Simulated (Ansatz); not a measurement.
AgI (rock salt, Fm-3m) at seven volumes, LDA (plane waves, PAW; program Ansatz), scaled uniformly. One row is withheld.

| V (Å³/atom) | P (GPa) |
|---|---|
| 23.359 | 6.76 |
| 24.129 | 4.07 |
| 24.899 | 1.84 |
| 25.669 | 0.00 |
| 26.439 | -1.52 |
| 27.209 | ? |
| 27.979 | -3.82 |

Question: Fit the shown pressures and predict the withheld one.

Answer: P = (3/2)B₀(x^(7/2) − x^(5/2))[1 + (3/4)(B′ − 4)(x − 1)] with x = (V₀/V)^(2/3). Least squares on the six rows gives V₀ = 25.669 Å³/atom, B₀ = 55.8 GPa, B′ = 5.32. At V = 27.209, x = 0.9619 and P = -2.78 GPa. The run itself gave -2.78 GPa.

This is a known high-pressure phase of the composition, computed here at zero pressure and temperature. The cell was relaxed with LDA under the symmetry of its start; phonons on a q-mesh show weakly imaginary modes. The run is not spin-polarised. Spin–orbit coupling is left out wherever it is not named.

Potentials: the later of the program's two PAW sets.
